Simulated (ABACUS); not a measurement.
Consider a self-consistent single point of ZnCu2SnS4 (I-4, 8 atoms in the cell; from Materials Project mp-1079541, changed as shown).

```
ZnCu2SnS4
1.0
   -2.64892     2.64892     5.29874
    2.64892    -2.64892     5.29874
    2.64892     2.64892    -5.29874
Zn Cu Sn S
1 2 1 4
Direct
  0.75000   0.25000   0.50000
  0.00000   0.00000   0.00000
  0.25000   0.75000   0.50000
  0.50000   0.50000   0.00000
  0.36432   0.37124   0.47758
  0.62876   0.10634   0.99308
  0.89366   0.88674   0.52242
  0.11326   0.63568   0.00692
```

Computed with PBE, numerical atomic orbitals DZP (confined pseudo-atomic orbitals with Gaussian additions; energy shift 0.01 Ry), PseudoDojo 0.5 standard norm-conserving PBE (tails mended) pseudopotentials run with ABACUS.

ABACUS settings:

| setting | value |
|---|---|
| basis | DZP numerical atomic orbitals, energy shift 0.01 Ry |
| KPT | Gamma 6 6 6 0 0 0 |
| basis_type | lcao |
| ecutwfc | 100 Ry |
| smearing_method | fd |
| smearing_sigma | 0.00734986 Ry |
| potentials | PseudoDojo 0.5 standard norm-conserving PBE (tails mended) |
| symmetry | 1 |
| ks_solver | genelpa |
| scf_nmax | 100 |
| scf_thr | 1.0e-07 |
| mixing_type | broyden |

Results:

- Number of valence electrons = 96
- Number of bands = 58
- Number of k-points after the program's reduction = 36
- Size of the basis = 155
- Number of SCF iterations = 12
- Free energy E − TS = -19351.7763 eV
- Top of the valence band (on the code's own zero) = 9.73 eV
- Gap on the k-point mesh = 0.62 eV
- Pressure = 9.79 GPa
- Largest force (vector length) = 0.363 eV/Å

Forces (eV/Å):
| atom | Fx | Fy | Fz |
|---|---|---|---|
| Zn1 | 0.000 | 0.000 | 0.000 |
| Cu2 | 0.000 | 0.000 | 0.000 |
| Cu3 | 0.000 | 0.000 | 0.000 |
| Sn4 | 0.000 | 0.000 | 0.000 |
| S5 | -0.185 | -0.243 | 0.196 |
| S6 | -0.243 | 0.185 | -0.196 |
| S7 | 0.185 | 0.243 | 0.196 |
| S8 | 0.243 | -0.185 | -0.196 |

Stress (GPa, positive for compression):
```
9.81  0.00  0.00
0.00  9.81  0.00
0.00  0.00  9.76
```

Gaps are taken between levels on the mesh.

For comparison: a first run was changed to give this one (lattice scaled by 0.98), and from it to this one the free energy rises by 47.9 meV/atom, the pressure goes from 3.76 to 9.79 GPa, the largest force goes from 0.176 to 0.363 eV/Å and the gap on the mesh goes from 0.368 to 0.624 eV.

The atom-centred basis is finite, which shifts total energies, pressures, gaps and forces against plane waves. The structure comes from a collection of computed structures, made at another level of theory; the collection holds predicted forms beside known ones. Its lattice was then scaled.

Cost on one core: roughly 80 core-seconds.

The atomic orbitals were generated for these runs; they are not ABACUS's published sets and were checked against plane waves on a few crystals only.

“Tails mended”: in these copies of the files the far tail of each local potential was reset to the Coulomb form.
